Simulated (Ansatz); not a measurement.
The elements of this relaxed trial crystal are hidden behind letters.

```
lattice vectors (Å)
   5.5738    0.0000    0.0000
  -2.7869    4.8271    0.0000
   0.0000    0.0000    4.6838
fractional positions
X 0.3333 0.6667 0.2500
X 0.6667 0.3333 0.7500
Z 0.8364 0.6728 0.2500
Z 0.1636 0.8364 0.7500
Z 0.3272 0.1636 0.2500
Z 0.1636 0.3272 0.7500
Z 0.8364 0.1636 0.2500
Z 0.6728 0.8364 0.7500
```

These are results of DFT PBE, scalar-relativistic, plane waves, PAW in Ansatz, not measurements. The final run on the 8-atom cell used 420 eV, a Γ-centred 12×12×8 mesh, 0.10 eV smearing and no spin polarisation.

```
Space group                                : P6_3/mmc (No. 194)
Conventional cell                          : a = 5.574 Å, c = 4.684 Å
Volume per atom                            : 15.75 Å³
Density                                    : 16.45 g/cm³
Energy over the elements                   : +0.29 eV/atom
Gap on the 12×12×8 mesh of the 8-atom cell : 0 eV (a metal)
```

Energies are uncorrected and count from the elements' standard states at the same level.

**Question.** X is a p-block element of period 4 and Z is a d-block element of period 6. Which elements are they?

**Answer.** X = Ge, Z = W, so the formula is GeW3, here in the Ni3Sn (D0_19) type. Density times volume gives a mean mass of 16.45 × 15.75/1.6605 = 156.0 u per atom, and this set has 156.0 u. Among the elements that the hints allow, noble gases aside, only these give it. Ge has 12 W at 2.79–2.86 Å; W is surrounded by 8 W at 2.74–2.84 Å and 4 Ge at 2.79–2.86 Å.

These runs have no spin–orbit coupling, which can matter for W. A structure relaxed within its symmetry needn't be a true minimum.
